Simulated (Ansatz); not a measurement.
# Mg5Te: start and end of a relaxation

A trial structure of Mg5Te was built thus: random cell by space group and Wyckoff sites (P-6m2, No. 187). The dimensions are guesses.

start.xyz

```xyz
6
Lattice="5.6300 0.0000 0.0000 -2.8150 4.8757 0.0000 0.0000 0.0000 5.1434" Properties=species:S:1:pos:R:3 pbc="T T T"
Mg    1.0853    2.6238    2.5717
Mg    0.0000    4.5037    2.5717
Mg   -1.0853    2.6238    2.5717
Mg    0.0000    3.2505    0.0000
Mg    0.0000    0.0000    0.0000
Te    2.8150    1.6252    0.0000
```

Computed with DFT PBE, scalar-relativistic, plane waves, PAW (Ansatz). Cutoff 420 eV, Gaussian smearing, Γ-centred meshes. Cell and atoms relax first on a coarse mesh and then on a finer one. In between, the cell is made exact in the group found at 0.06 Å. In metals the finer mesh still leaves noise of several meV/atom or more. The steps can't lower the symmetry of their start. No spin polarisation.

end.xyz

```xyz
6
Lattice="6.0867 0.0000 0.0000 -3.0433 5.2712 0.0000 0.0000 0.0000 5.0331" Properties=species:S:1:pos:R:3 pbc="T T T"
Mg    1.4985    2.6490    2.5165
Mg    0.0000    5.2444    2.5165
Mg   -1.4985    2.6490    2.5165
Mg    0.0000    3.5141    0.0000
Mg    0.0000    0.0000    0.0000
Te    3.0433    1.7571    0.0000
```

The symmetry stays P-6m2 (No. 187). The volume per atom grows by 14.4 %, from 23.5 to 26.9 Å³. The shortest distance goes from 2.17 Å (Mg–Mg) to 3.00 Å (Mg–Mg). The energy falls by about 0.60 eV/atom (the start's value is from the coarse mesh).

```json
{
  "Volume per atom": "26.91 Å³",
  "Density": "2.56 g/cm³",
  "Formation energy": "+0.10 eV/atom",
  "Gap on the 6×6×8 mesh of the 6-atom cell": "0 eV (a metal)"
}
```

Energies over the elements count from the elements' standard structures at the same level, with no fitted energy shifts. A positive value: parting into the elements would lower its energy.

The last run used Gaussian smearing of 0.10 eV. These runs have no spin–orbit coupling, which can matter for Te. The reference form of Te is held partly by dispersion forces, which this level lacks. A structure relaxed within its symmetry needn't be a true minimum. In all, the 3 runs took 4 min on 1 thread of Intel(R) Xeon(R) Platinum 8259CL CPU @ 2.50GHz (Skylake/Cascade Lake), on a shared host. Another cell of Mg5Te relaxed alike, in P6/mmm, lies 16 meV/atom lower, so this cell isn't the stable form at this level.
